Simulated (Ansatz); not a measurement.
A geometry of SnO away from equilibrium: the start of the relaxation of a generated cell, SnO placed in the AFLOW prototype AB_cI16_199_a_a (B_a). Calculation: r2SCAN (plane waves to 500 eV, PAW, scalar-relativistic; Ansatz, a quantum-chemistry and plane-wave program). Γ-centred k-mesh 5×5×5 on the run's cell (coarser than for final values), Fermi–Dirac smearing 0.05 eV.

```xyz
8
Lattice="-3.1943 3.1943 3.1943 3.1943 -3.1943 3.1943 3.1943 3.1943 -3.1943" Properties=species:S:1:pos:R:3:forces:R:3 pbc="T T T" free_energy=-26418.166 pressure_GPa=-6.2
O      2.9132     2.9132     2.9132    0.3961    0.3961    0.3961
O      0.2811     3.4754    -0.2811   -0.3961   -0.3961    0.3961
O      3.4754    -0.2811     0.2811   -0.3961    0.3961   -0.3961
O     -0.2811     0.2811     3.4754    0.3961   -0.3961   -0.3961
Sn     1.3755     1.3755     1.3755    2.2445    2.2445    2.2445
Sn    -1.3755     1.8188     1.3755   -2.2445   -2.2445    2.2445
Sn     1.8188     1.3755    -1.3755   -2.2445    2.2445   -2.2445
Sn     1.3755    -1.3755     1.8188    2.2445   -2.2445   -2.2445
```

Positions in Å, forces in eV/Å, free energy of the cell in eV (comparable only within this code, potentials and settings). Largest force: 3.89 eV/Å, on Sn5, Sn6, Sn7, Sn8 (atoms numbered as listed); the geometry lies 0.63 eV/atom above the end of its relaxation.

No spin polarisation in the result.

The run could not lose the symmetry of its start: the end is stationary, and may be a saddle point rather than a minimum.

The end of the path is a generated cell of SnO: the first start was made by placing the elements on the sites of a structure type, and the end was not matched to a known phase here, so it may be hypothetical. Known forms of SnO include space group No. 129.
